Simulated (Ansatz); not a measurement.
**Electric field gradients in V₂O₅**

The cell is a COD entry.

```cif
data_V2O5
_symmetry_space_group_name_H-M 'Pmmn:1'
_symmetry_Int_Tables_number 59
_cell_length_a 3.5710
_cell_length_b 11.5440
_cell_length_c 4.3830
_cell_angle_alpha 90.000
_cell_angle_beta 90.000
_cell_angle_gamma 90.000
loop_
_atom_site_label
_atom_site_type_symbol
_atom_site_symmetry_multiplicity
_atom_site_Wyckoff_symbol
_atom_site_fract_x
_atom_site_fract_y
_atom_site_fract_z
V V 4 e 0.0000 0.3512 0.8914
O5 O 4 e 0.0000 0.1809 0.0028
O9 O 4 e 0.0000 0.3545 0.5303
O13 O 2 b 0.0000 0.5000 0.9992
```

One atom of each set is listed.

Computed with Ansatz: DFT, PBE, plane waves and PAW, scalar-relativistic, 420 eV cutoff, Γ-centred 6×2×5 k-points, Fermi–Dirac smearing 0.02 eV.

Conventions: |V_zz| ≥ |V_yy| ≥ |V_xx|, η = (V_xx − V_yy)/V_zz, C_Q = eQV_zz/h.

⁵¹V: I = 7/2, Q = -52.00 mb; 17O: I = 5/2, Q = -25.58 mb. Quadrupole moments are those of Pyykkö's year-2017 table.

Task: Give the quadrupolar parameters of the distinct sites.

Result: 

```tsv
site	atoms	first shell	V_xx, V_yy, V_zz (10²¹ V/m²)	η	C_Q (MHz)
V	4	5 O at 1.58–2.03 Å	0.24, 0.46, -0.70	0.31	0.876
O5	4	3 V at 1.88–2.03 Å	0.79, 4.36, -5.15	0.69	3.18
O9	4	1 V at 1.58 Å	0.17, 1.02, -1.19	0.71	0.736
O13	2	2 V at 1.78 Å, angle 149°	3.02, 3.06, -6.08	0.01	3.76
```

At O13 V_zz points along the bisector of its two bonds (within 1°).

Hardware: 1 thread of Arm Neoverse V1 (aarch64; 8 cores open to the job, memory cap 2.5 GiB, no GPU), a shared host with a load of 0.3 a core. Wall time 32 s, CPU time 32 s, peak memory 0.56 GiB.
